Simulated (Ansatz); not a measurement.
A 6-atom cell of HfSnO4 built on tetragonal HfO2 (relaxed group P-4m2): a relaxation of cell and atoms in Ansatz 0.2.0 (r2SCAN). The starting cell comes from a relaxation with PBE.

```yaml
crystal:
  lattice:
    - [3.5997041986, 0.0, 0.0]
    - [0.0, 3.5997041986, 0.0]
    - [0.0, 0.0, 5.424842758]
  atoms:
    - { symbol: Hf, position: [0.5, 0.5, 0.5] }
    - { symbol: Sn, position: [0.0, 0.0, 0.0] }
    - { symbol: O, position: [0.5, 0.0, 0.6784422701] }
    - { symbol: O, position: [0.0, 0.5, 0.8155769021] }
    - { symbol: O, position: [0.0, 0.5, 0.3215577299] }
    - { symbol: O, position: [0.5, 0.0, 0.1844230979] }
kpoints:
  mp_grid: { grid: [6, 6, 4] }
hamiltonian:
  xc: r2scan
scf:
  occupations: { method: fermi_dirac, width: 0.02 }
relax:
  f_tol: 0.005
  cell: {}
```

The trajectory has 7 recorded frames, each with positions in Å and forces in eV/Å. The last, and any step after a large change of cell, is solved on a basis re-selected at its cell; pressure is positive in compression.

Step 1: energy 0.0 meV/atom from step 1, largest force component 0.278 eV/Å, pressure -6.96 GPa
```xyz
6
Lattice="3.5997 0.0000 0.0000 0.0000 3.5997 0.0000 0.0000 0.0000 5.4248" Properties=species:S:1:pos:R:3:forces:R:3 pbc="T T T"
Hf    1.7999    1.7999    2.7124    0.0000    0.0000    0.0000
Sn    0.0000    0.0000    0.0000    0.0000    0.0000    0.0000
O     1.7999    0.0000    3.6804    0.0000    0.0000   -0.0419
O     0.0000    1.7999    4.4244    0.0000    0.0000    0.2775
O     0.0000    1.7999    1.7444    0.0000    0.0000    0.0419
O     1.7999    0.0000    1.0005    0.0000    0.0000   -0.2775
```

Step 2: energy -8.9 meV/atom from step 1, largest force component 0.053 eV/Å, pressure +1.56 GPa
```xyz
6
Lattice="3.5593 0.0000 0.0000 0.0000 3.5593 0.0000 0.0000 0.0000 5.3117" Properties=species:S:1:pos:R:3:forces:R:3 pbc="T T T"
Hf    1.7797    1.7797    2.6559    0.0000    0.0000    0.0000
Sn    0.0000    0.0000    0.0000    0.0000    0.0000    0.0000
O     1.7797    0.0000    3.6252    0.0000    0.0000    0.0532
O     0.0000    1.7797    4.3294    0.0000    0.0000   -0.0200
O     0.0000    1.7797    1.6865    0.0000    0.0000   -0.0532
O     1.7797    0.0000    0.9823    0.0000    0.0000    0.0200
```

Step 3: energy -9.3 meV/atom from step 1, largest force component 0.030 eV/Å, pressure -0.09 GPa
```xyz
6
Lattice="3.5621 0.0000 0.0000 0.0000 3.5621 0.0000 0.0000 0.0000 5.3462" Properties=species:S:1:pos:R:3:forces:R:3 pbc="T T T"
Hf    1.7811    1.7811    2.6731    0.0000    0.0000    0.0000
Sn    0.0000    0.0000    0.0000    0.0000    0.0000    0.0000
O     1.7811    0.0000    3.6475    0.0000    0.0000   -0.0298
O     0.0000    1.7811    4.3596    0.0000    0.0000    0.0104
O     0.0000    1.7811    1.6987    0.0000    0.0000    0.0298
O     1.7811    0.0000    0.9866    0.0000    0.0000   -0.0104
```

Step 4: energy -9.3 meV/atom from step 1, largest force component 0.001 eV/Å, pressure -0.13 GPa
```xyz
6
Lattice="3.5656 0.0000 0.0000 0.0000 3.5656 0.0000 0.0000 0.0000 5.3362" Properties=species:S:1:pos:R:3:forces:R:3 pbc="T T T"
Hf    1.7828    1.7828    2.6681    0.0000    0.0000    0.0000
Sn    0.0000    0.0000    0.0000    0.0000    0.0000    0.0000
O     1.7828    0.0000    3.6392    0.0000    0.0000   -0.0008
O     0.0000    1.7828    4.3522    0.0000    0.0000   -0.0002
O     0.0000    1.7828    1.6970    0.0000    0.0000    0.0008
O     1.7828    0.0000    0.9840    0.0000    0.0000    0.0002
```

Step 5 (rejected): energy -9.3 meV/atom from step 1, largest force component 0.026 eV/Å, pressure +0.14 GPa
```xyz
6
Lattice="3.5637 0.0000 0.0000 0.0000 3.5637 0.0000 0.0000 0.0000 5.3404" Properties=species:S:1:pos:R:3:forces:R:3 pbc="T T T"
Hf    1.7818    1.7818    2.6702    0.0000    0.0000    0.0000
Sn    0.0000    0.0000    0.0000    0.0000    0.0000    0.0000
O     1.7818    0.0000    3.6391    0.0000    0.0000    0.0257
O     0.0000    1.7818    4.3580    0.0000    0.0000   -0.0120
O     0.0000    1.7818    1.7013    0.0000    0.0000   -0.0257
O     1.7818    0.0000    0.9824    0.0000    0.0000    0.0120
```

Step 6: energy -9.3 meV/atom from step 1, largest force component 0.001 eV/Å, pressure -0.01 GPa
```xyz
6
Lattice="3.5643 0.0000 0.0000 0.0000 3.5643 0.0000 0.0000 0.0000 5.3382" Properties=species:S:1:pos:R:3:forces:R:3 pbc="T T T"
Hf    1.7821    1.7821    2.6691    0.0000    0.0000    0.0000
Sn    0.0000    0.0000    0.0000    0.0000    0.0000    0.0000
O     1.7821    0.0000    3.6404    0.0000    0.0000   -0.0001
O     0.0000    1.7821    4.3540    0.0000    0.0000   -0.0010
O     0.0000    1.7821    1.6978    0.0000    0.0000    0.0001
O     1.7821    0.0000    0.9842    0.0000    0.0000    0.0010
```

Step 7: energy -9.1 meV/atom from step 1, largest force component 0.001 eV/Å, pressure 0.00 GPa
```xyz
6
Lattice="3.5643 0.0000 0.0000 0.0000 3.5643 0.0000 0.0000 0.0000 5.3382" Properties=species:S:1:pos:R:3:forces:R:3 pbc="T T T"
Hf    1.7821    1.7821    2.6691    0.0000    0.0000    0.0000
Sn    0.0000    0.0000    0.0000    0.0000    0.0000    0.0000
O     1.7821    0.0000    3.6404    0.0000    0.0000   -0.0001
O     0.0000    1.7821    4.3540    0.0000    0.0000   -0.0010
O     0.0000    1.7821    1.6978    0.0000    0.0000    0.0001
O     1.7821    0.0000    0.9842    0.0000    0.0000    0.0010
```

The walk took 6 steps and changed the volume by -3.5 %. The last SCF, on a fresh basis, lies 9.1 meV an atom below the first. Final cell: it is tetragonal, P-4m2 (No. 115); conventional cell a = 3.564 Å, c = 5.338 Å, 11.30 Å³ an atom. Hf has 8 O at 2.03–2.45 Å; Sn has 8 O at 2.04–2.46 Å; O has 2 Hf at 2.03 Å and 2 Sn at 2.46 Å; O has 2 Sn at 2.04 Å and 2 Hf at 2.45 Å.

Command: `ansatz run input.yaml --threads 2 --pin off --max-ram 29491MiB --backend cpu --events-out ev --progress --plain --runs-dir out`. Wall time 37 s on 2 threads of AMD EPYC 7R13 Processor (Zen 3), with other jobs on the host, load about 0.9 per core; peak host memory 0.64 GiB.

No spin polarisation. The prototype was imposed, so other structures may be more stable.
